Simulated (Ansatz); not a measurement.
## YIr2: settings compared (Ansatz)

Input:

```yaml
crystal:
  lattice:
    - [0.0, 3.73252223, 3.73252223]
    - [3.73252223, 0.0, 3.73252223]
    - [3.73252223, 3.73252223, 0.0]
  atoms:
    - { symbol: "Y", position: [0.0, 0.0, 0.0] }
    - { symbol: "Y", position: [0.25, 0.25, 0.25] }
    - { symbol: Ir, position: [0.625, 0.625, 0.625] }
    - { symbol: Ir, position: [0.125, 0.625, 0.625] }
    - { symbol: Ir, position: [0.625, 0.625, 0.125] }
    - { symbol: Ir, position: [0.625, 0.125, 0.625] }
  symmetry: { tolerance: 0.0003 }
kpoints:
  mp_grid: { grid: [4, 4, 4], shift: [0, 0, 0] }
magnetization:
  spin_polarized: false
scf:
  occupations: { method: fermi_dirac }
hamiltonian:
  pseudopotentials: { kind: paw }
  xc: r2scan
basis:
  ecutwfc: 500
output:
  forces: true
  stress: true
  eigenvalues: true
relax:
  max_steps: 40
  cell: {}
```

The command:

```bash
ansatz run input.yaml --threads 1 --pin off --max-ram 2560MiB --backend cpu --events-out ev --progress --plain --runs-dir out
```

Origin of the cell: a database entry, scaled a little.

The smearing width isn't typed, so it takes its default of 0.1 eV.

Output of this run (shortened):

```
SCF iter   1: F=—  HF=-55519.506170 eV  Δρ=1.60e-2  dr2=5.70e-1  dr2_τ=2.16e-1
SCF iter   2: F=—  HF=-55519.593206 eV  Δρ=6.23e-3  dr2=8.64e-2  dr2_τ=1.27e-2  defer=4
SCF iter   3: F=—  HF=-55519.591861 eV  Δρ=2.43e-3  dr2=8.50e-3  dr2_τ=4.45e-4  defer=4
SCF iter   4: F=—  HF=-55519.591890 eV  Δρ=6.10e-4  dr2=9.54e-4  dr2_τ=3.13e-5  defer=4
SCF iter   5: F=—  HF=-55519.591982 eV  Δρ=2.69e-4  dr2=1.53e-4  dr2_τ=9.17e-6  defer=4
SCF iter   6: F=—  HF=-55519.591971 eV  Δρ=4.56e-5  dr2=2.04e-6  dr2_τ=1.66e-7  defer=4
SCF iter   7: F=—  HF=-55519.591991 eV  Δρ=1.04e-5  dr2=1.44e-7  dr2_τ=1.35e-8  defer=4
SCF iter   8: F=-55519.591991 eV  HF=-55519.591991 eV  Δρ=2.50e-6  dr2=1.43e-8  dr2_τ=5.96e-10
relax step   1: F+E_penalty+E_count = -55519.591991 eV  Δ(F+E_penalty+E_count) = +0.000e0 eV  max|allowed force component| = 1.542e-18 eV/Å  Δτ_max = 0.0000 Å  P = +6.970 GPa  Ω = 104.001 Å³ […]
relax step   2: F+E_penalty+E_count = -55519.419888 eV  Δ(F+E_penalty+E_count) = +1.721e-1 eV  max|allowed force component| = 2.930e-17 eV/Å  Δτ_max = 0.0000 Å  P = -10.943 GPa  Ω = 113.732 Å³ […]
relax step   3: F+E_penalty+E_count = -55519.657326 eV  Δ(F+E_penalty+E_count) = -6.534e-2 eV  max|allowed force component| = 1.349e-17 eV/Å  Δτ_max = 0.0000 Å  P = -0.705 GPa  Ω = 107.583 Å³ […]
relax step   4: F+E_penalty+E_count = -55519.658314 eV  Δ(F+E_penalty+E_count) = -9.878e-4 eV  max|allowed force component| = 1.108e-17 eV/Å  Δτ_max = 0.0000 Å  P = -0.009 GPa  Ω = 107.229 Å³ […]
relax step   5: F+E_penalty+E_count = -55519.660130 eV  Δ(F+E_penalty+E_count) = -1.816e-3 eV  max|allowed force component| = 1.272e-17 eV/Å  Δτ_max = 0.0000 Å  P = -0.003 GPa  Ω = 107.229 Å³  stress off target by 2.69e-3 GPa […]
SCF 5 converged in 6 iterations: F = -55519.660130 eV  dr2 = 3.38e-11
basis re-selected at this cell: Δ(F+E_penalty+E_count) = -1.816e-3 eV, ΔP = +0.006 GPa vs the last step (what re-selecting the basis moved, of the pressure what is left beyond the Pulay corre […]
SCF converged after 6 iterations
Free energy (F): -55519.660130 eV
Harris-Foulkes:  -55519.660130 eV  (|F-HF|=2.91e-11)
Internal energy: -55519.531742 eV  (E = F + TS)
E sigma→0 (E₀):  -55519.595936 eV
Entropy (-TS):   -0.128388 eV (-21.398 meV/atom)
Fermi energy:    19.141273 eV
--- Per-component energies (eV) ---
  E_band       = -830.578325
  E_kinetic    = 3107.000934
  E_local      = -7127.021564  (includes V_loc(G=0)·N_el)
  E_nonlocal   = 397.528175
  E_hartree    = 2763.570479
  E_xc         = -1361.117269
  E_vxc        = -1784.101786  (∫ρ·V_xc dr)
  E_paw        = -42682.816865  (= ΣΔE_a)
  E_vpaw       = -1059.379633  (= ΣTr[D̂ρ^β])
  E_aug_tail   = -0.000084  (compensation charges beyond the density's cutoff)
  E_vtau       = 108.254204  (kinetic-family band-sum trace: ∫τ·v_τ [+ j·A + Jᵃ·Aᵃ] dr)
  E_ewald      = -10615.100067
  E_core_change = -1.575481  (= ΣΔE_core)
  E_smearing   = -0.128388  (= −TS)
  Σ components = -55519.660130   (vs F -55519.660130, Δ=0.00e0)
--- Forces (eV/Å), atoms counted from 1 ---
  atom   1  Y     -0.000000    -0.000000     0.000000
  atom   2  Y      0.000000     0.000000    -0.000000
  atom   3  Ir    -0.000000    -0.000000     0.000000
  atom   4  Ir    -0.000000     0.000000     0.000000
  atom   5  Ir    -0.000000    -0.000000    -0.000000
  atom   6  Ir    -0.000000    -0.000000    -0.000000
  max |Σ_I F_I| component: 6.94e-18 eV/Å
--- Stress (GPa, compression-positive) ---
       -0.002688       0.000000       0.000000
        0.000000      -0.002688       0.000000
        0.000000       0.000000      -0.002688
  P = ⅓ Tr σ = -0.0027 GPa (-0.027 kbar)
--- Relaxed structure (4 steps of the walk, 3 accepted, 1 SCFs on fresh bases) ---
  F+E_penalty+E_count = -55519.660130 eV   max|allowed force component| = 1.272e-17 eV/Å   (the final SCF, on the basis selected at the relaxed cell)
  cell:  # Å, volume = 107.2288 Å³
    - [0.0, 3.770745, 3.770745]
    - [3.770745, 0.0, 3.770745]
    - [3.770745, 3.770745, 0.0]
  atoms:
    - { symbol: Y, position: [0.0, 0.0, 0.0] }
    - { symbol: Y, position: [0.25, 0.25, 0.25] }
    - { symbol: Ir, position: [0.625, 0.625, 0.625] }
    - { symbol: Ir, position: [0.125000, 0.625, 0.625] }
    - { symbol: Ir, position: [0.625, 0.625, 0.125000] }
    - { symbol: Ir, position: [0.625, 0.125000, 0.625] }
```

The same input was run again with these changes:

1. `scf.lower_state_search` default → light; `basis.ecutrho_ratio` default → 6
2. `crystal.symmetry` { tolerance: 0.0003 } → { detect: false }; `kpoints.mp_grid.shift` [0, 0, 0] → [0.5, 0.5, 0.5]
3. `hamiltonian.pseudopotentials` { kind: paw } → { kind: paw, source: jth }; `scf.n_extra_bands` default → 16
4. `basis.xc_grid` default → 1

| run | end | SCF iterations | volume (Å³/atom) | max force component (eV/Å) | moment (μB) | ΔE(σ→0) (meV/atom) |
| --- | --- | --- | --- | --- | --- | --- |
| base | converged | 35 | 17.87 | 0.000 | – | 0 |
| 1 | converged | 34 | 17.87 | 0.000 | – | 0.00 |
| 2 | converged | 42 | 17.86 | 0.004 | – | -6.09 |
| 3 | converged | 39 | 17.90 | 0.000 | – | – |
| 4 | converged | 35 | 17.87 | 0.000 | – | 0.08 |

Energies are compared only where functional, datasets, charge and starting cell are the same.

Caveats of the base run: no moments, though an odd count or open d shells may carry them; no spin-orbit coupling, though heavy elements are present; the k mesh is coarse if the cell is a metal; the relaxation held the start's symmetry, so the end may be a saddle point.

Run 2: the displaced walk ended near the symmetry of the start; the program displaced the start to leave a saddle point.
Run 3: the cutoff lies below the datasets' advice.

The base run took 37 s on 1 thread of Arm Neoverse V1, on a shared host, peak memory 0.66 GiB, from the program's own first density.
